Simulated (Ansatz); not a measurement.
BN:
Space group R3m, hexagonal axes (No. 160); a = b = 2.489 Å, c = 9.680 Å, α = β = 90.00°, γ = 120.00°

```json
[
 {"atom": "B", "site": "3a", "symmetry": "3m", "x": "0.0000", "y": "0.0000", "z": "0.9997"},
 {"atom": "N", "site": "3a", "symmetry": "3m", "x": "0.0000", "y": "0.0000", "z": "0.3327"}
]
```
(The calculation used a cell of 2 atoms; values per cell refer to that cell.)

Relaxed with LDA.

Give the optical modes at the zone centre with their infrared and Raman activity from DFPT, LDA in the plane-wave PAW code Ansatz.

Transverse frequencies, without the LO–TO term; a row sums one degenerate level.

| ω (cm⁻¹) | degeneracy | IR ((D/Å)²/amu) | Raman (Å⁴/amu) | activity | symmetry |
|---|---|---|---|---|---|
| 758 | 1 | 2.16 | 1.8 | IR+Raman | A1 |
| 1387 | 2 | 54.83 | 380 | IR+Raman | E |

How high does the top mode go among those that the LO–TO term moves?

1614 cm⁻¹ for q along x, 1614 cm⁻¹ for q along y, 818 cm⁻¹ for q along z.

The first step of the workflow began from a Materials Project structure, measured or hypothetical; the Crystallography Open Database copy checked does not list it. It is not the phase usual at ambient conditions (space group No. 186, 194, 216). The cell was relaxed with LDA under the symmetry of its start; phonons on a q-mesh show no instability. A crystal of weakly bound layers computed without a dispersion correction: the cell and the soft elastic constants depend strongly on that.

Potentials: the later of the program's two PAW sets.
